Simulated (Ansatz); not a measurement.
GaGe5Si26:
```cif
data_GaGe5Si26
_chemical_formula_sum 'Ga1 Ge5 Si26'
_space_group_name_H-M_alt 'P 1'
_space_group_IT_number 1
_cell_length_a 9.55870
_cell_length_b 9.55870
_cell_length_c 11.03426
_cell_angle_alpha 54.747
_cell_angle_beta 125.253
_cell_angle_gamma 109.539
loop_
_space_group_symop_operation_xyz
  'x, y, z'
loop_
_atom_site_label
_atom_site_type_symbol
_atom_site_fract_x
_atom_site_fract_y
_atom_site_fract_z
_atom_site_occupancy
Ga1 Ga 0.24873 0.24873 0.00000 1
Ge1 Ge 0.24897 0.24897 0.50000 1
Ge2 Ge 0.75108 0.75108 0.00000 1
Ge3 Ge 0.75095 0.75095 0.50000 1
Ge4 Ge 0.49890 0.50065 0.74937 1
Ge5 Ge 0.50065 0.49890 0.25063 1
Si1 Si 0.75281 0.49697 0.00415 1
Si2 Si 0.75428 0.49683 0.50470 1
Si3 Si 0.24983 0.99746 0.99923 1
Si4 Si 0.24946 0.99811 0.49803 1
Si5 Si 0.00103 0.99921 0.75099 1
Si6 Si 0.99921 0.00103 0.24901 1
Si7 Si 0.50257 0.24570 0.25208 1
Si8 Si 0.50225 0.24636 0.75263 1
Si9 Si 0.00288 0.75161 0.25231 1
Si10 Si 0.00286 0.75006 0.75328 1
Si11 Si 0.49921 0.99881 0.00002 1
Si12 Si 0.50134 0.00082 0.50035 1
Si13 Si 0.99881 0.49921 0.99998 1
Si14 Si 0.00082 0.50134 0.49965 1
Si15 Si 0.99811 0.24946 0.50197 1
Si16 Si 0.99746 0.24983 0.00077 1
Si17 Si 0.49683 0.75428 0.49530 1
Si18 Si 0.49697 0.75281 0.99585 1
Si19 Si 0.75169 0.24860 0.25257 1
Si20 Si 0.75113 0.24881 0.75215 1
Si21 Si 0.24881 0.75113 0.24785 1
Si22 Si 0.24860 0.75169 0.74743 1
Si23 Si 0.75006 0.00286 0.24672 1
Si24 Si 0.75161 0.00288 0.74769 1
Si25 Si 0.24636 0.50225 0.24737 1
Si26 Si 0.24570 0.50257 0.74792 1
```

Relaxed with PBE.

Task: Tabulate the valence density and the electron localisation function along the shortest Si–Si contact (2.37 Å), plane-wave PAW PBE (Ansatz code).

Result: 

```csv
distance from Si (Å),density (e/Å³),ELF
0.24,0.11,0.34
0.35,0.19,0.33
0.47,0.30,0.47
0.59,0.42,0.69
0.71,0.51,0.84
0.83,0.55,0.91
0.95,0.56,0.94
1.06,0.56,0.95
1.18,0.55,0.95
1.30,0.56,0.95
1.42,0.57,0.94
1.54,0.56,0.92
1.66,0.52,0.86
1.77,0.43,0.71
1.89,0.31,0.49
2.01,0.20,0.34
2.13,0.11,0.34
```

The density is the valence pseudo-density with augmentation charge, so density and ELF within about 1 Å of a nucleus are not all-electron values.

Space group C2. The start of the workflow was typed in or built on a structure type; neither database checked (COD, Materials Project) lists it. Its standing as an ambient phase is unchecked. The PBE relaxation kept the symmetry of its start; whether a distortion lowers the energy is not shown.

Potentials: the later of the program's two PAW sets.
